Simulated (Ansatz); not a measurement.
BP:
```yaml
crystal:
  lattice:
    - [0.00000, 2.27408, 2.27408]
    - [2.27408, 0.00000, 2.27408]
    - [2.27408, 2.27408, 0.00000]
  atoms:
    - { symbol: B, position: [0.00000, 0.00000, 0.00000] }
    - { symbol: P, position: [0.75000, 0.75000, 0.75000] }
```

Relaxed with PBE.

Problem. Which orbitals make up the states near the band edges in PBE (plane waves, PAW; program Ansatz)?

Solution. Top 1 eV of the valence band: B 2p 51 %, P 3p 45 %. Bottom 1 eV of the conduction band: B 2p 24 %, P 3p 24 %, B 2s 23 %, P 3s 12 %, outside the projected shells 17 %. Projections are on Löwdin-orthogonalised atomic valence shells; empty p or d shells of many metals are not among them.

Problem. Tabulate the density of states.

Solution. States/eV per cell of 2 atoms, in 0.25 eV bins, energy from the valence-band maximum.

```
E (eV)  total  P 3p  B 2p  B 2s
------  -----  ----  ----  ----
-7.85    1.09  0.55  0.17  0.30
-7.60    0.64  0.31  0.12  0.15
-7.35    0.52  0.24  0.11  0.11
-7.10    0.42  0.19  0.09  0.08
-6.85    0.37  0.17  0.09  0.07
-6.60    0.32  0.15  0.08  0.06
-6.35    0.29  0.13  0.07  0.05
-6.10    0.48  0.24  0.16  0.05
-5.85    0.78  0.40  0.28  0.05
-5.60    0.79  0.40  0.29  0.06
-5.35    0.75  0.38  0.27  0.06
-5.10    0.73  0.37  0.27  0.05
-4.85    0.80  0.40  0.31  0.05
-4.60    0.85  0.42  0.33  0.05
-4.35    0.92  0.46  0.37  0.05
-4.10    1.11  0.56  0.46  0.05
-3.85    1.13  0.57  0.48  0.04
-3.60    1.09  0.55  0.47  0.04
-3.35    1.06  0.53  0.46  0.03
-3.10    1.01  0.51  0.45  0.03
-2.85    0.99  0.50  0.45  0.03
-2.60    0.97  0.48  0.44  0.02
-2.35    0.93  0.46  0.43  0.02
-2.10    0.91  0.45  0.43  0.01
-1.85    0.85  0.42  0.40  0.01
-1.60    0.60  0.29  0.29  0.01
-1.35    0.46  0.22  0.22  0.01
-1.10    0.36  0.17  0.18  0.01
-0.85    0.28  0.13  0.14  0.00
-0.60    0.21  0.10  0.11  0.00
-0.35    0.14  0.06  0.07  0.00
-0.10    0.04  0.02  0.02  0.00
0.15     0.00  0.00  0.00  0.00
0.40     0.00  0.00  0.00  0.00
0.65     0.00  0.00  0.00  0.00
0.90     0.00  0.00  0.00  0.00
1.15     0.00  0.00  0.00  0.00
1.40     0.08  0.02  0.01  0.02
1.65     0.20  0.05  0.04  0.05
1.90     0.30  0.07  0.07  0.07
2.15     0.39  0.09  0.11  0.08
2.40     0.47  0.11  0.13  0.08
2.65     0.55  0.13  0.16  0.08
2.90     0.64  0.16  0.20  0.09
3.15     0.74  0.19  0.24  0.09
3.40     0.88  0.23  0.29  0.09
3.65     1.05  0.28  0.36  0.10
3.90     1.74  0.38  0.57  0.22
4.15     1.38  0.31  0.50  0.11
4.40     0.80  0.20  0.29  0.05
4.65     0.77  0.24  0.25  0.05
4.90     1.10  0.39  0.34  0.08
5.15     1.18  0.42  0.34  0.11
5.40     1.27  0.43  0.35  0.12
5.65     1.38  0.45  0.38  0.13
5.90     1.12  0.35  0.31  0.10
```

Space group F-43m (zinc blende). Symmetry was held in the PBE relaxation.

Potentials: the earlier of the program's two PAW sets.
